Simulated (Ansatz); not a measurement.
The calculation used DFT PBE, scalar-relativistic, plane waves, PAW in Ansatz 0.2.0. All cells share a 420 eV cutoff and Γ-centred k meshes spaced at most about 0.3 Å⁻¹ (about 0.25 or finer for metals, 2π included). No spin polarisation in the final relaxations.

All energies are static (0 K, no zero-point motion).

Two forms of CsPtS were relaxed alike.

A.

```
CELL_PARAMETERS angstrom
4.08143 0.00000 0.00000
-2.04071 3.53462 0.00000
0.00000 0.00000 5.71845
ATOMIC_POSITIONS crystal
Cs 0.00000 0.00000 0.00000
Pt 0.66667 0.33333 0.50000
S 0.33333 0.66667 0.50000
```

B.

```
CELL_PARAMETERS angstrom
5.14449 0.00000 0.00000
0.00000 5.14449 0.00000
0.00000 0.00000 4.33626
ATOMIC_POSITIONS crystal
Cs 0.00000 0.00000 0.00000
Pt 0.50000 0.50000 0.00000
S 0.50000 0.50000 0.50000
```

Question: Which form is favoured at zero pressure, and by what margin per atom?

Answer: They are level within the accuracy (6 meV/atom apart, with A the lower in these runs). A has space group P-6m2 (No. 187), 27.5 Å³/atom and no gap on its mesh; B has space group P4/mmm (No. 123), 38.3 Å³/atom and no gap. Counting S atoms around Cs and Pt (those within 1.25 times the shortest such distance or 1.15 times the sum of covalent radii, 1.27 where that leaves under three; the shortest distance is added where it exceeds 1.18 times the sum of covalent radii), A has Cs 6, Pt 3 and B has Cs 8 from 4.2 Å, Pt 2. In A, Cs has 6 Pt at 3.71 Å, 6 S at 3.71 Å and 6 Cs at 4.08 Å; Pt is surrounded by 3 S at 2.36 Å, 6 Cs at 3.71 Å and 6 Pt at 4.08 Å; S is surrounded by 3 Pt at 2.36 Å and 6 Cs at 3.71 Å. In B, Cs is surrounded by 4 Pt at 3.64 Å, 8 S at 4.23 Å, 2 Cs at 4.34 Å and 4 Cs at 5.14 Å; Pt has 2 S at 2.17 Å and 4 Cs at 3.64 Å; S is surrounded by 2 Pt at 2.17 Å and 8 Cs at 4.23 Å. Both come from invented guesses.

The k mesh leaves some 4 meV/atom of noise in the energy of each metallic cell. Spin–orbit coupling, which can matter for Pt, is left out. In P-6m2, P4/mmm an odd number of electrons in the primitive cell allows no gap without spin; a larger cell or a magnetic state could open one. A magnetic state wasn't ruled out in cells without spin, among them P-6m2. Cells relaxed within their symmetry can be saddle points.
